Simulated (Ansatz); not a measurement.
## Computed properties of TaS2

TaS2:
```
CELL_PARAMETERS angstrom
      3.32694     0.00000     0.00000
     -1.66347     2.88121     0.00000
      0.00000     0.00000     5.78270
ATOMIC_POSITIONS crystal
  Ta 0.00000 0.00000 0.00000
  S  0.33333 0.66667 0.26734
  S  0.66667 0.33333 0.73266
```

Space group P-3m1 (No. 164), CdI2 type; conventional cell a = 3.327 Å, b = 3.327 Å, c = 5.783 Å, α = 90.00°, β = 90.00°, γ = 120.00°.

Method: the program Ansatz at the PBE+D3(BJ) level (PAW). The cell and atoms are relaxed at this level. Other levels are named where they apply.

### Cell and energy

```json
{
 "volume_per_atom": "18.48 Å³",
 "density": "7.34 g/cm³",
 "Formation energy from the elements (no fitted shifts)": "-1.09 eV/atom"
}
```

### Electronic structure

```json
{
  "electronic_character": "metallic (no gap)",
  "Density of states at the Fermi level": "0.51 states/eV per atom (mean over ±0.08 eV)",
  "Gap with spin–orbit coupling": "none (metallic)"
}
```

### Mechanics

```json
{
  "Bulk modulus (Birch–Murnaghan fit)": "44.1 GPa",
  "Pressure derivative B′": "9.6",
  "Elastic constants (relaxed ions, GPa)": "C11 = 182, C12 = 31.9, C13 = 12.7, C14 = -8.4, C33 = 61.3, C44 = 21.7",
  "mechanical_stability": "stable (all eigenvalues of C positive)",
  "hill_bulk_and_shear_moduli": "52.4 and 40.5 GPa",
  "Young's modulus": "96.6 GPa",
  "Poisson's ratio": "0.19",
  "debye_temperature_from_the_elastic_constants": "292 K"
}
```

### Phonons

```json
{
 "highest_zone_centre_frequency": "11.26 THz",
 "zone_centre_stability": "no imaginary mode at Γ"
}
```

### Charges

```json
{
 "bader_charges": "Ta +1.82, S -0.91 e"
}
```

This is a known high-temperature phase of the composition, computed here at zero pressure and temperature. Symmetry was held in the PBE+D3(BJ) relaxation. No spin polarisation was allowed. With an odd number of electrons in the cell and no spin polarisation, the count alone makes it a metal. As this level gives no gap, shear constants depend on the k-mesh and smearing (Fermi–Dirac, 0.1 eV here). As this level gives no gap, phonon frequencies hold no LO–TO term and depend on the k-mesh and smearing (Fermi–Dirac, 0.1 eV here). The references are the lowest solids computed at this level, not always the standard phases. Scalar-relativistic: spin–orbit coupling is off unless named, which matters more the heavier the elements.

Potentials: the later of the program's two PAW sets.
